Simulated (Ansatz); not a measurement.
# Structure relaxation, W

The start is a randomly generated symmetric cell of W (space group No. 191). Cell shape, volume and atoms are optimised at zero target pressure with r2SCAN (plane waves to 500 eV, PAW, scalar-relativistic; Ansatz, a program for electronic structure). First-step values are on the input's coarse k-mesh.

Ansatz input (later rounds restart from its end on a renewed k-mesh):
Ansatz 0.2 input:
```yaml
crystal:
  lattice:
    - [5.187097, 0, 0]
    - [-2.5935485, 4.4921578, 0]
    - [0, 0, 2.0758511]
  atoms:
    - { symbol: W, position: [0.5, 0, 0] }
    - { symbol: W, position: [0, 0.5, 0] }
    - { symbol: W, position: [0.5, 0.5, 0] }
basis: { ecutwfc: 500, ecutrho_ratio: 4, xc_grid: 4, fft_grid_basis: typed }
kpoints: { mp_grid: { grid: [7, 7, 15] } }
hamiltonian:
  xc: r2scan
  dispersion: none
  pseudopotentials: { azcp: { folder: ./paw }, kind: paw }
scf: { occupations: { method: fermi_dirac, width: 0.05 } }
relax: { f_tol: 0.01, max_steps: 100, cell: { stress_tol: 0.02 } }
output: { forces: true, stress: true }
```

### Question
How much energy is released per atom?

### Answer
About 2.2 eV/atom.

### Question
How does the volume change?

### Answer
+28.6 %, from 16.12 to 20.74 Å³/atom.

### Question
How do the shortest distances between atoms change?

### Answer
The closest pairs of elements (up to four, under 3.6 Å), start → end: W–W 2.08 → 2.58 Å.

### Question
What band gap does the relaxed structure have at this level?

### Answer
Zero (metallic).

### Question
Give the final cell and atomic positions.

### Answer

```cif
data_W3
_chemical_formula_sum 'W3'
_space_group_name_H-M_alt 'P6/mmm'
_space_group_IT_number 191
_space_group_name_Hall '-P 6 2'
_cell_length_a 5.27841
_cell_length_b 5.27841
_cell_length_c 2.57825
_cell_angle_alpha 90.000
_cell_angle_beta 90.000
_cell_angle_gamma 120.000
loop_
_atom_site_label
_atom_site_type_symbol
_atom_site_symmetry_multiplicity
_atom_site_Wyckoff_symbol
_atom_site_fract_x
_atom_site_fract_y
_atom_site_fract_z
_atom_site_occupancy
W1 W 3 f 0.00000 0.50000 0.00000 1
```

The space group stays P6/mmm (No. 191) (the run could not lower it), with 3 atoms in the primitive cell. Final values are on a 10×10×18 k-mesh of the relaxed cell. The start holds a very short contact (W–W 2.08 Å). No spin polarisation in the result.

The run could not lose the symmetry of its start, so the end can be a saddle point.

All atoms sit on sites fixed by symmetry, so only the cell could relax.

The relaxed structure here is a generated cell of W: the first start was made by a random draw of sites in a space group, and the end was not matched to a known phase here, so it may be hypothetical. Known forms of W include space group No. 229.
